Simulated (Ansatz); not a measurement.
Space group I4/mmm (No. 139). a = 3.905 Å, b = 3.905 Å, c = 12.031 Å, α = 90.00°, β = 90.00°, γ = 90.00°
```tsv
atom	site	symmetry	x	y	z
Ba	2a	4/mmm	0.0000	0.0000	0.0000
Ni	4d	-4m2	0.0000	0.5000	0.2500
P	4e	4mm	0.5000	0.5000	0.1602
```

Equation of state of this BaNi$_{2}$P$_{2}$ structure (not necessarily the ground state), with shape and atoms relaxed at each volume where symmetry leaves them free. It has no gap at any of these volumes. The calculation used DFT r2SCAN, scalar-relativistic, plane waves, PAW in Ansatz.

Plane waves to 500 eV, a k mesh through Γ of 12×12×12 on the computed 5-atom cell and Gaussian smearing (0.10 eV); no spin polarisation.

```csv
V (Å³/atom),E − E(largest V) (meV/atom),P (GPa)
17.249,3.28,5.74
17.800,-10.94,2.63
18.350,-15.22,-0.03
18.901,-11.11,-2.25
19.451,0.00,-4.13
```

Task: Fit a third-order Birch–Murnaghan equation to E(V).

Result: V0 = 18.34 Å³/atom, B0 = 81 GPa, B0' = 4.8.

Spin-orbit coupling is left out, which matters for the bands of heavy elements. Spin polarisation was left out, and a magnetic state may lie lower.

Cost: 5 runs of about 28 core-minutes in all, on Arm Neoverse V2 (shared hosts).